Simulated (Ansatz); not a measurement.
A relaxed structure of BAs. Space group P6₃mc (No. 186), AFLOW prototype AB_hP12_186_a2b_a2b (B6, as in SiC). Computed with PBEsol (plane waves to 420 eV, PAW, scalar-relativistic; Ansatz, a program for electronic structure).

Space group P6₃mc (No. 186); a = 3.3653 Å, b = 3.3653 Å, c = 16.5587 Å, α = 90.00°, β = 90.00°, γ = 120.00°

| atom | site | symmetry | x | y | z |
|---|---|---|---|---|---|
| B | 2a | 3m. | 0.0000 | 0.0000 | 0.0003 |
| B | 2b | 3m. | 0.3333 | 0.6667 | 0.3325 |
| B | 2b | 3m. | 0.6667 | 0.3333 | 0.1665 |
| As | 2a | 3m. | 0.0000 | 0.0000 | 0.3744 |
| As | 2b | 3m. | 0.3333 | 0.6667 | 0.2081 |
| As | 2b | 3m. | 0.6667 | 0.3333 | 0.0419 |

* **Volume per atom**: 13.53 Å³
* **Density**: 5.26 g/cm³
* **Band gap**: 1.16 eV, indirect (valence top at Γ, conduction bottom at k = (0, 0.4444, 0)) (no spin-orbit coupling)
* **Smallest direct gap**: 2.47 eV at Γ
* **Shortest distances**: As–B 2.06 Å; B–B 3.37 Å; As–As 3.37 Å
* **k-mesh**: 9×9×2

Band energies at high-symmetry points (eV from the VBM; labels of this space group; no spin-orbit coupling), from −5 eV up to 3.2 eV:

```tsv
point	energies
Γ	-3.09 -3.08 -1.93 -1.93 -1.63 -1.63 -1.56 -1.56 -0.75 -0.75 -0.66 -0.66 -0.12 0.00 0.00 2.47 2.57 2.88 3.06 3.06 3.16
M	-4.18 -4.04 -3.87 -3.78 -3.75 -3.16 -2.70 -2.68 -2.50 -1.92 1.18 1.60 1.70 2.00 2.57 2.72 2.76 3.08
K	-4.19 -4.19 -3.98 -3.16 -3.06 -3.06 2.20 2.20 2.26
A	-1.84 -1.84 -1.84 -1.84 -1.20 -1.20 -1.20 -1.20 -1.16 -1.16 -0.22 -0.22 -0.22 -0.22 2.51 2.51 3.01 3.01
L	-4.34 -4.34 -4.07 -4.07 -3.28 -3.28 -2.61 -2.61 -2.15 -2.15 1.30 1.30 1.86 1.86 2.25 2.25
H	-3.93 -3.93 -3.54 -3.54 -3.23 -3.23 2.56 2.56 2.93 2.93
```

No spin polarisation in the result.

The run could not lose the symmetry of its start.

The first start was generated by placing the elements on the sites of a structure type. Materials Project lists a structure of BAs in the same space group, P6₃mc (No. 186); the sites were not compared with it, nor with measured phases. Known forms of BAs include space group No. 216.
